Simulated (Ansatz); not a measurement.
Starting cell, BAs (zinc blende):

```xyz
2
Lattice="0.0000 2.3920 2.3920 2.3920 0.0000 2.3920 2.3920 2.3920 0.0000" Properties=species:S:1:pos:R:3 pbc="T T T"
As     3.5879     3.5879     3.5879
B      0.0000     0.0000     0.0000
```

Two-dimensional scan of atom 1 (As, nearest neighbour B at 2.071 Å; its periodic images, 3.4 Å or more away, move with it): u runs along (1.000, 0.000, 0.000), v along (0.000, 0.000, 1.000) (Cartesian). Cell and other atoms are fixed.

All values below come from r2SCAN (plane waves to 500 eV, PAW, scalar-relativistic; Ansatz, an electronic-structure program). k mesh 10×10×10 (Γ-centred), Fermi-Dirac smearing 0.05 eV. The energy includes the smearing's −TS. As the smearing reaches across the gap at some points, energies and forces of such displacements shift with the k mesh and the smearing. BAs was relaxed with its symmetry unable to fall. The zero of ΔE is the undisplaced structure. Axes are in Å.

Estimate the ΔE (meV/cell) for all points of the grid u = -0.310, -0.207, -0.103, 0.000, 0.103, 0.207, 0.310 by v = -0.310, -0.207, -0.103, 0.000, 0.103, 0.207, 0.310.

ΔE (meV/cell), with u across and v down:

```csv
v \ u,-0.310,-0.207,-0.103,0.000,0.103,0.207,0.310
-0.310,1575,1133,854,758,854,1133,1575
-0.207,1133,711,443,350,443,711,1133
-0.103,854,443,180,90,180,443,854
0.000,758,350,90,0,90,350,758
0.103,854,443,180,90,180,443,854
0.207,1133,711,443,350,443,711,1133
0.310,1575,1133,854,758,854,1133,1575
```

(A displaced cell: forces are minus the slopes of the energy, force constants its curvatures, and phonons follow from these.)
